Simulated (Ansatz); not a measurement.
A geometry of La$_{2}$O$_{3}$ away from equilibrium: step 6 of the relaxation of a generated cell, La2O3 placed in the AFLOW prototype A2B3_tP10_127_g_ah (D5_a). These are r2SCAN (plane waves to 500 eV, PAW, scalar-relativistic; Ansatz, a quantum-chemistry and plane-wave program) values and carry that method's errors. Γ-centred k-mesh 5×5×9 on the run's cell, Fermi–Dirac smearing 0.05 eV. The plane waves were selected for a different cell earlier on the path.

```
La2O3
1.0
    6.70240     0.00000     0.00000
    0.00000     6.70240     0.00000
    0.00000     0.00000     3.39631
O La
6 4
Direct
  0.00000   0.00000   0.00000
  0.50000   0.50000   0.00000
  0.13690   0.63690   0.50000
  0.63690   0.86310   0.50000
  0.36310   0.13690   0.50000
  0.86310   0.36310   0.50000
  0.31815   0.81815   0.00000
  0.81815   0.68185   0.00000
  0.18185   0.31815   0.00000
  0.68185   0.18185   0.00000
```

**Question.** Give the Cartesian forces on all atoms (eV/Å).

**Answer.** 
| atom | Fx | Fy | Fz |
|---|---|---|---|
| O1 | 0.00 | 0.00 | 0.00 |
| O2 | 0.00 | 0.00 | 0.00 |
| O3 | 0.22 | 0.22 | 0.00 |
| O4 | 0.22 | -0.22 | 0.00 |
| O5 | -0.22 | 0.22 | 0.00 |
| O6 | -0.22 | -0.22 | 0.00 |
| La7 | 0.02 | 0.02 | 0.00 |
| La8 | 0.02 | -0.02 | 0.00 |
| La9 | -0.02 | 0.02 | 0.00 |
| La10 | -0.02 | -0.02 | 0.00 |

The path ends in P4/mbm (No. 127). No spin polarisation in the result.

The run could not lose the symmetry of its start, so the end can be a saddle point.

The end of the path is a generated cell of La2O3: the first start was made by placing the elements on the sites of a structure type, and the end was not matched to a known phase here, so it may be hypothetical. Known forms of La2O3 include space group No. 164.
